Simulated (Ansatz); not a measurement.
MoS₂ in space group R3m (No. 160; Mo on 3a, S on 3a, S on 3a), plane-wave PAW PBE+D3(BJ) (Ansatz code). The conduction-band minimum lies on the Γ–S0 line, 54 % of the way from Γ, with 6 equivalent valleys. Second derivatives d²E/dk² of the lowest band at one valley (eV·Å²), along Cartesian directions:

| direction | d²E/dk² |
|---|---|
| [100] | 10.40 |
| [010] | 11.58 |
| [001] | 15.31 |
| [110] | 9.992 |
| [101] | 12.41 |
| [011] | 13.20 |

Find the principal effective masses, the density-of-states mass and the conductivity mass.

Off-diagonal terms follow from H_xy = H[110] − (H_xx + H_yy)/2, and m*/mₑ = 7.620 eV·Å² over each eigenvalue: 0.50, 0.63, 0.78. One valley's DOS mass (m₁m₂m₃)^(1/3) = 0.62, conductivity mass 3/(Σ 1/mᵢ) = 0.61 mₑ.

What effective density of states Nc follows at 300 K for parabolic valleys?

Nc = 2.509e19 × 6 × (0.62)^(3/2) ≈ 7.4e19 cm⁻³.

With the computed static dielectric constant 13.2 (mean of the diagonal), estimate a hydrogenic donor's binding energy and radius.

E = 13.606 eV × 0.61/13.2² ≈ 48 meV; a = 0.529 Å × ε/m* ≈ 11 Å. Semilocal masses tend to be too small where the gap is.

The PBE+D3(BJ) relaxation kept the symmetry of its start; of distortions, only those at the zone centre were tested. No spin polarisation was allowed. Spin–orbit coupling is left out wherever it is not named.

Potentials: the later of the program's two PAW sets.
